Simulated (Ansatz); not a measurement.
KTaO₃ (cubic perovskite, space group No. 221), r²SCAN (plane waves, PAW; program Ansatz): ε∞ = 4.89, cell volume 63.49 Å³. Infrared-active transverse modes:

```
ω_TO (cm⁻¹)  oscillator strength S_xx (e²/amu)
-----------  ---------------------------------
33.2                                     2.168
191.6                                   0.2552
532.2                                   0.8979
```

Q: Compute the static dielectric constant.

A: Each mode adds (4.921e7/V) S/ω²: 1526.08, 5.39, 2.46. So ε0 = 1540.

Space group Pm-3m (cubic perovskite). Symmetry was held in the r²SCAN relaxation; phonons on a q-mesh show no instability. No spin polarisation was allowed. Scalar-relativistic: spin–orbit coupling is off unless named, which matters more the heavier the elements.

Potentials: the earlier of the program's two PAW sets.
